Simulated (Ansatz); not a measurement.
The relaxed structure here is a generated cell of CdGeAs2: the first start was made by placing the elements on the sites of a structure type, and the end was not matched to a known phase here, so it may be hypothetical.

A relaxed structure of CdGeAs₂. Computed with PBEsol (plane waves to 420 eV, PAW, scalar-relativistic; Ansatz, a program for electronic structure).

```xyz
16
Lattice="7.0618 0.0000 0.0000 0.0000 8.3359 0.0000 0.0000 0.0000 6.7895" Properties=species:S:1:pos:R:3 pbc="T T T"
Cd     0.6571     5.1910     0.0299
Cd     6.4047     3.1449     3.4246
Cd     4.1880     7.3129     0.0299
Cd     2.8738     1.0230     3.4246
Ge     0.5099     1.0609     0.0100
Ge     6.5519     7.2751     3.4047
Ge     4.0409     3.1071     0.0100
Ge     3.0210     5.2289     3.4047
As     0.4441     0.9614     2.4653
As     6.6177     7.3746     5.8600
As     3.9750     3.2066     2.4653
As     3.0868     5.1293     5.8600
As     0.6906     5.2841     2.6549
As     6.3712     3.0518     6.0497
As     4.2215     7.2198     2.6549
As     2.8403     1.1161     6.0497
```

**Question.** Determine the symmetry and give the standard cell with its independent sites.

**Answer.** Space group Pna2₁ (No. 33); a = 7.062 Å, b = 8.336 Å, c = 6.790 Å, α = β = γ = 90.00°

```tsv
atom	site	symmetry	x	y	z
Cd	4a	1	0.0930	0.6227	0.0044
Ge	4a	1	0.0722	0.1273	0.0015
As	4a	1	0.0629	0.1153	0.3631
As	4a	1	0.0978	0.6339	0.3910
```

**Question.** Give the shortest distances between elements (the closest pairs, up to four, under 3.6 Å).

**Answer.** As–Ge 2.43 Å; As–Cd 2.61 Å.

* **Volume per atom**: 24.98 Å³
* **Band gap**: 0.14 eV, direct at Γ (no spin-orbit coupling)

No spin polarisation in the result.

The run could not lose the symmetry of its start: the end is stationary, and may be a saddle point rather than a minimum.
